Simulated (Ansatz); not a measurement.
## What a change of settings does to a run on MgB

The cell is built from the CsCl type as a first guess.

First run: DFT, PBE, PAW with Ansatz's default frozen-core files, scalar-relativistic (Ansatz 0.2.0).

Command: `ansatz run input.yaml --threads 1 --pin off --max-ram 2048MiB --backend cpu --events-out ev --progress --plain --runs-dir out` The run took 12 s on 1 thread of Intel(R) Xeon(R) Processor @ 2.50GHz (Skylake/Cascade Lake), with other jobs on the host, peak memory 0.3 GiB.

```yaml
crystal:
  lattice:
    - [2.9412494364, 0.0, 0.0]
    - [0.0, 2.9412494364, 0.0]
    - [0.0, 0.0, 2.9412494364]
  atoms:
    - { symbol: B, position: [0.0, 0.0, 0.0] }
    - { symbol: Mg, position: [0.5, 0.5, 0.5] }
kpoints:
  mp_grid: { grid: [11, 11, 11] }
scf:
  occupations: { method: fermi_dirac, width: 0.05 }
hamiltonian:
  xc: pbe
  pseudopotentials: { kind: paw }
output:
  forces: true
  stress: true
relax:
  f_tol: 0.005
  max_steps: 80
  cell: {}
```

Result: converged; relaxed volume 12.108 Å³/atom; 18 SCF iterations in all.

The input is then changed:

```diff
@@ -12,5 +12,5 @@
   occupations: { method: fermi_dirac, width: 0.05 }
 hamiltonian:
-  xc: pbe
+  xc: r2scan
   pseudopotentials: { kind: paw }
 output:
@@ -21,3 +21,4 @@
   max_steps: 80
   cell: {}
+accuracy: low
```

Q: What does the second run give?

A: It converged; relaxed volume 11.977 Å³/atom; 22 SCF iterations in all. Some of these settings are too coarse for converged properties.

The results part of its log:

```
basis re-selected at this cell: Δ(F+E_penalty+E_count) = +2.835e-4 eV, ΔP = +0.006 GPa vs the last step (what re-selecting the basis moved, of the pressure what is left beyond the Pulay correction that the steps carried, after the strain that the cell walked since its last selection, with what the two solves' SCF thresholds leave and, on support functions, any second-order correction that the steps lacked; it is no measure of the basis error at this ecutwfc). This SCF's stress stands 4.40e-3 GPa from its target on what of the cell is left free (relax.cell.stress_tol is 5.00e-2 GPa) and its largest allowed force component is 1.28e-29 eV/Å (relax.f_tol is 5.00e-3 eV/Å): within both
SCF converged after 4 iterations
Free energy (F): -2081.374221 eV
Harris-Foulkes:  -2081.374221 eV  (|F-HF|=4.55e-12)
Internal energy: -2081.370799 eV  (E = F + TS)
E sigma→0 (E₀):  -2081.372510 eV
Entropy (-TS):   -0.003421 eV (-1.711 meV/atom)
Fermi energy:    8.553990 eV
--- Per-component energies (eV) ---
  E_band       = -327.783141
  E_kinetic    = 118.233881
  E_local      = -1529.828734  (includes V_loc(G=0)·N_el)
  E_nonlocal   = 108.325647
  E_hartree    = 547.224220
  E_xc         = -57.212928
  E_vxc        = -78.715105  (∫ρ·V_xc dr)
  E_paw        = -375.470832  (= ΣΔE_a)
  E_vpaw       = -44.667450  (= ΣTr[D̂ρ^β])
  E_aug_tail   = -0.000003  (compensation charges beyond the density's cutoff)
  E_vtau       = 4.420162  (kinetic-family band-sum trace: ∫τ·v_τ [+ j·A + Jᵃ·Aᵃ] dr)
  E_ewald      = -892.597400
  E_core_change = -0.044650  (= ΣΔE_core)
  E_smearing   = -0.003421  (= −TS)
  E_closure    = 0.000000  (closes the sum)
  Σ components = -2081.374221   (vs F -2081.374221, Δ=0.00e0)
--- Forces (eV/Å), atoms counted from 1 ---
  atom   1  B      0.00000000     0.00000000    -0.00000000
  atom   2  Mg     0.00000000    -0.00000000     0.00000000
  max |Σ_I F_I| component: 2.48e-29 eV/Å
--- Stress (GPa, compression-positive) ---
        0.004405       0.000000       0.000000
        0.000000       0.004405       0.000000
        0.000000       0.000000       0.004405
  P = ⅓ Tr σ = 0.0044 GPa (0.044 kbar)
--- Relaxed structure (4 steps of the walk, 4 accepted, 1 SCFs on fresh bases) ---
  F+E_penalty+E_count = -2081.37422056 eV   max|allowed force component| = 1.282e-29 eV/Å   (the final SCF, on the basis selected at the relaxed cell)
  cell:  # Å, volume = 23.9549 Å³
    - [2.8826927460603944, 4.2129717533470784e-34, 6.419766481290786e-34]
    - [4.2129717533470784e-34, 2.8826927460603944, 0.0]
    - [6.419766481290786e-34, 0.0, 2.8826927460603944]
  atoms:
    - { symbol: B, position: [8.6538980924732535e-47, -6.203511177400181e-49, -1.3641665345179767e-36] }
    - { symbol: Mg, position: [0.49999999999999994, 0.49999999999999994, 0.49999999999999994] }
settings of this run that can trade accuracy for cost: accuracy: low. Do not mix this run's numbers with those of runs without the same settings; the input reference describes each key
```
